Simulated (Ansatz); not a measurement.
The relaxed structure here is a generated cell of P: the first start was made by placing the elements on the sites of a structure type, and the end was not matched to a known phase here, so it may be hypothetical. Known forms of P include space group No. 64.

One starting cell of P (a generated trial cell of P in the beta-W structure type) was relaxed twice with Ansatz (plane waves, PAW, scalar-relativistic): with r2SCAN at 500 eV and with PBE at 420 eV. The r2SCAN result:

P has the cubic space group Pm-3n (No. 223), Pearson symbol cP8. Lattice parameters: a = b = c = 4.9176 Å, α = β = γ = 90.00°. P1 on 6c sees 2 P at 2.459 Å and 4 P at 2.749 Å. P2 on 2a sees 12 P at 2.749 Å. (Neighbours: up to the widest gap in distance over summed covalent radii, below 1.35, at either atom.)

```json
[
 {"quantity": "space group", "r2SCAN": "Pm-3n", "PBE": "Pm-3n"},
 {"quantity": "volume (Å³/atom)", "r2SCAN": "14.87", "PBE": "[?]"},
 {"quantity": "a (Å)", "r2SCAN": "4.918", "PBE": "[?]"},
 {"quantity": "gap (eV, no spin-orbit coupling)", "r2SCAN": "0.00", "PBE": "[?]"}
]
```

Q: Fill in the PBE column.

A: 
- volume (Å³/atom), PBE: 14.75
- a (Å), PBE: 4.904
- gap (eV, no spin-orbit coupling), PBE: 0.00

Both levels end in the same structure; PBE's volume is 0.8 % smaller. Neither column is exact.

No spin polarisation in the result.

The run could not lose the symmetry of its start, so the end can be a saddle point.

All atoms sit on sites fixed by symmetry, so only the cell could relax.

Ansatz is a program for electronic structure.
